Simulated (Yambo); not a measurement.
G0W0@LDA for Li2PdO3 (space group C2/m, No. 12) in Yambo. Reference settings: 2×2×2 Γ-centred k mesh, bands 13 to 177 and a 7 Ry block in the screening, 177 bands in G with the Bruneval-Gonze terminator, plasmon pole fitted at 27.2 eV. The LDA gap (-0.5, -0.5, 0) → (-0.5, -0.5, -0.5) on this mesh is 1.47 eV; G0W0 gaps are taken between the same points.

The settings were changed. The gap went from 2.74 eV to 2.82 eV, and the shift of the valence edge from -0.26 eV to -0.28 eV.

Q: Which change was made?
A) 62 bands in W, 62 bands in G, 3 Ry block
B) 62 bands in W, 62 bands in G, 2 Ry block
C) 62 bands in W, 62 bands in G, 4 Ry block
D) 4 Ry block

A: D, 4 Ry block. The others gave (gap, valence shift): 62 bands in W, 62 bands in G, 2 Ry block: 3.25, -0.52 eV; 62 bands in W, 62 bands in G, 3 Ry block: 2.94, -0.28 eV; 62 bands in W, 62 bands in G, 4 Ry block: 2.89, -0.19 eV.

Spin-orbit coupling is not included.

Geometry of the Materials Project entry, not relaxed at this level; primitive cell a = b = 5.101 Å, c = 5.059 Å, α = β = 99.68°, γ = 119.95°.

The structure is a Materials Project entry; no match was found in the copy of COD used, and its stability was not checked.

A shift is the quasiparticle energy of the state minus its LDA energy.
